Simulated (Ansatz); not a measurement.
Si₄C₁₁: does the network obey its valences?

A cell of 15 atoms, a random packing after short dynamics, relaxed. Level of theory: DFT PBE, scalar-relativistic, plane waves, PAW (Ansatz 0.2.0).

Settings: cutoff 420 eV, Γ-centred mesh 6×6×6 on the computed 15-atom cell, Gaussian smearing of 0.10 eV; no spin polarisation.

```xyz
15
Lattice="5.3452 0.1326 0.0605 0.1225 5.6213 -0.1160 0.0600 -0.1205 5.5088" Properties=species:S:1:pos:R:3 pbc="T T T"
C     5.3250    5.2448    3.7368
C     1.4380    2.5404    2.1152
C     3.2661    0.5724    0.8750
C     3.6121    3.7755    4.6173
C     4.6297    3.8914    3.5249
C     1.9042    0.6559    0.5587
C     5.0549    0.8592    3.3466
C     3.9364    3.4343    2.2084
C     2.3502    3.5665    4.1002
C     2.5061    3.2332    2.6209
C     1.0064    1.6901    1.0096
Si    0.6037    2.3169    3.8001
Si    1.1203    4.7501    5.1277
Si    4.2583    4.5436    0.7033
Si    4.5175    1.6341    1.6814
```

Pairs within 1.2 times the summed covalent radii count as bonded.

**Question.** Compare coordinations with the usual valences, and count constraints.

**Answer.**
```
element usual valence atoms × bonds found
      C              4             8×3, 3×4
     Si              4                  4×4
```

7 of 15 atoms have their usual valence (8 − N for groups 14 to 17, three for boron, one for hydrogen), 0 have more bonds and 8 fewer. The mean coordination is 3.47 against 4.00 by the rule. 46 % of the bonds join like atoms. Each atom with r bonds brings r/2 stretching and 2r − 3 bending constraints (no bending for r = 1): 5.67 per atom against 3 degrees of freedom, so by Maxwell counting the network is stressed rigid: without a crystal's symmetry not all bonds and angles can be satisfied, which shows as spread in angles. In carbon and in B–N networks three bonds with π bonding are a full valence too.

Cost: 6 runs of about 40 core-minutes in all (earlier runs that led there not counted), on Intel Xeon Processor @ 2.50GHz (Skylake/Cascade Lake) (shared hosts).